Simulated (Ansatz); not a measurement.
W (bcc, W type)

```
W
1.0
   -1.58464     1.58464     1.58464
    1.58464    -1.58464     1.58464
    1.58464     1.58464    -1.58464
W
1
Cartesian
  0.00000   0.00000   0.00000
```

Method: r2SCAN (plane waves to 500 eV, PAW, scalar-relativistic; Ansatz, a first-principles code). DFPT wavenumbers on a 22×22×22 k mesh, in cm⁻¹ and rounded to 5; i marks imaginary ones, q is in fractions of the reciprocal vectors of the cell shown, and the three acoustic modes at Γ are left out. The program warned that its band solver left a few bands short of their tolerance. Spin-orbit coupling is left out, though W is heavy. W is run without spin polarisation. W was relaxed with its symmetry unable to fall.

Question: Does any mode at N = (0.5, 0.0, 0.0), H = (0.5, 0.5, 0.5) come out imaginary?

Answer: No imaginary mode at these points (lowest 120 cm⁻¹ at N = (0.5, 0.0, 0.0)); other wave vectors were not tested.

Question: List the wavenumbers at N = (0.5, 0.0, 0.0), H = (0.5, 0.5, 0.5), with degeneracies.

Answer: 
| q | wavenumbers (cm⁻¹) |
|---|---|
| N = (0.5, 0.0, 0.0) | 120, 155, 225 |
| H = (0.5, 0.5, 0.5) | 175 (×3) |
